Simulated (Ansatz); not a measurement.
The elements of this relaxed trial crystal are hidden behind letters.

```
lattice vectors (Å)
   4.8896    0.0000    0.0000
   0.0000    4.8896    0.0000
   0.0000    0.0000    2.6379
fractional positions
X 0.0000 0.0000 0.5000
X 0.0000 0.5000 0.5000
X 0.5000 0.0000 0.5000
Z 0.5000 0.5000 0.0000
```

The calculation used DFT PBE, scalar-relativistic, plane waves, PAW in Ansatz. Cutoff 420 eV, Γ-centred 10×10×18 mesh (4-atom cell), Gaussian smearing of 0.10 eV, no spin polarisation.

```
Space group                                 : P4/mmm (No. 123)
Conventional cell                           : a = 4.890 Å, c = 2.638 Å
Volume per atom                             : 15.77 Å³
Density                                     : 5.66 g/cm³
Energy over the elements                    : −0.36 eV/atom
Gap on the 10×10×18 mesh of the 4-atom cell : 0 eV (a metal)
```

Energies are uncorrected and count from the elements' standard states at the same level.

Question: X is a d-block element of period 4 and Z is a p-block element of period 2. Which elements are they?

Answer: X = Zn, Z = F, so the formula is Zn3F. Density times volume gives a mean mass of 5.66 × 15.77/1.6605 = 53.8 u per atom, and this set has 53.8 u. Among the elements that the hints allow, noble gases aside, only these give it. Zn on a site of symmetry 4/mmm has 4 Zn at 2.44 Å and 2 Zn at 2.64 Å; Zn on a site of symmetry mmm has 2 Zn at 2.44 Å, 2 Zn at 2.64 Å and 4 F at 2.78 Å; F has 2 F at 2.64 Å and 8 Zn at 2.78 Å (long against covalent radii, as for large ions).

An odd number of electrons in the primitive cell allows no gap without spin; a larger cell or a magnetic state could open one. A structure relaxed within its symmetry needn't be a true minimum. Another cell of Zn3F relaxed alike, in Cmmm, lies 228 meV/atom lower, so this cell isn't the stable form at this level.
